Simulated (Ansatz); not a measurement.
Si₂Os:
```cif
data_Os4Si8
_chemical_formula_sum 'Si8 Os4'
_space_group_name_H-M_alt 'C2/m'
_space_group_IT_number 12
_space_group_name_Hall '-C 2y'
_cell_length_a 8.65753
_cell_length_b 2.97717
_cell_length_c 7.44470
_cell_angle_alpha 90.000
_cell_angle_beta 118.928
_cell_angle_gamma 90.000
loop_
_atom_site_label
_atom_site_type_symbol
_atom_site_symmetry_multiplicity
_atom_site_Wyckoff_symbol
_atom_site_fract_x
_atom_site_fract_y
_atom_site_fract_z
_atom_site_occupancy
Si1 Si 4 i 0.39463 0.00000 0.10562 1
Si2 Si 4 i 0.14154 0.00000 0.52810 1
Os1 Os 4 i 0.15455 0.00000 0.20137 1
```
(The calculation used a cell of 6 atoms; values per cell refer to that cell.)

Relaxed at zero pressure with PBEsol (plane waves, PAW; program Ansatz).

Task: The volume is raised by 9 % and shape and atoms relax at that volume. What pressure results, and how do the axes share the change?

Result: -15.3 GPa; a 2.4 %, b 3.7 %, c 2.8 %; the energy rises by 65 meV/atom.

Task: Give the new structure.

Result: 
Space group C2/m (No. 12); a = 8.864 Å, b = 3.087 Å, c = 7.651 Å, α = 90.00°, β = 119.03°, γ = 90.00°

```
atom  site  symmetry       x       y       z
----  ----  --------  ------  ------  ------
Si      4i         m  0.3952  0.0000  0.1013
Si      4i         m  0.1439  0.0000  0.5308
Os      4i         m  0.1547  0.0000  0.2019
```

The phase is kept; no other phase was compared at this pressure.

The workflow started from a Materials Project entry (that database holds measured and hypothetical structures alike); the Crystallography Open Database copy checked does not list it. Its standing as an ambient phase is unchecked. The PBEsol relaxation kept the symmetry of its start; whether a distortion lowers the energy is not shown. No spin polarisation was allowed. Spin–orbit coupling is left out wherever it is not named.

Potentials: the later of the program's two PAW sets.
